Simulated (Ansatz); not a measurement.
All numbers below come from DFT PBE, scalar-relativistic, plane waves, PAW (Ansatz). Settings: cutoff 420 eV, Γ-centred meshes spaced at most about 0.3 Å⁻¹, and about 0.25 Å⁻¹ or finer for metals (2π included), Gaussian smearing. No spin polarisation in the final relaxations.

All energies are static (0 K, no zero-point motion). All come from trial cells, and lower structures may exist.

Question: Order these relaxed structures of NbIn2Se3 by energy, lowest first, with the energy over the lowest of them.
A.

Space group P-3m1 (No. 164). a = 3.652 Å, b = 3.652 Å, c = 13.731 Å, α = 90.00°, β = 90.00°, γ = 120.00°
```
atom  site  symmetry       x       y       z
  Nb    1b      -3m. 0.0000  0.0000  0.5000
  In    2d       3m. 0.3333  0.6667  0.1436
  Se    2d       3m. 0.3333  0.6667  0.6169
  Se    1a      -3m. 0.0000  0.0000  0.0000
```

B.

Space group P6/mmm (No. 191). a = 5.542 Å, b = 5.542 Å, c = 8.699 Å, α = 90.00°, β = 90.00°, γ = 120.00°
```csv
atom,site,symmetry,x,y,z
Nb,1a,6/mmm,0.0000,0.0000,0.0000
In,2e,6mm,0.0000,0.0000,0.3277
Se,3f,mmm,0.5000,0.0000,0.0000
```

C.

Space group P4/mmm (No. 123). a = 5.587 Å, b = 5.587 Å, c = 9.732 Å, α = 90.00°, β = 90.00°, γ = 90.00°
| atom | site | symmetry | x | y | z |
| --- | --- | --- | --- | --- | --- |
| Nb | 1d | 4/mmm | 0.5000 | 0.5000 | 0.5000 |
| In | 2e | mmm. | 0.5000 | 0.0000 | 0.5000 |
| Se | 1c | 4/mmm | 0.5000 | 0.5000 | 0.0000 |
| Se | 2h | 4mm | 0.5000 | 0.5000 | 0.7466 |

Answer: A (0 meV/atom), C (680 meV/atom), B (861 meV/atom). Forms: A P-3m1; C P4/mmm; B P6/mmm. Counting Se atoms around In and Nb (those within 1.25 times the shortest such distance or 1.15 times the sum of covalent radii; the shortest distance is added where it exceeds 1.18 times the sum of covalent radii): A has Nb 6, In 3; C has Nb 2, In 4 from 3.7 Å; B has Nb 6, In 6 from 4.0 Å. C holds Se–Se units of three or more atoms (shortest 2.47 Å) (bonds between like non-metal atoms; other contacts aren't counted).

Weakly bound directions are ill-defined at this level, which has no dispersion term (P-3m1), and this can change margins and order among such cells. In P-3m1, P4/mmm, P6/mmm an odd number of electrons in the primitive cell allows no gap without spin; a larger cell or a magnetic state could open one. A magnetic state wasn't ruled out in cells without spin, among them P-3m1, P6/mmm. Cells relaxed within their symmetry can be saddle points. Some candidate types were left out of the draw beforehand, so a known form may be missing.
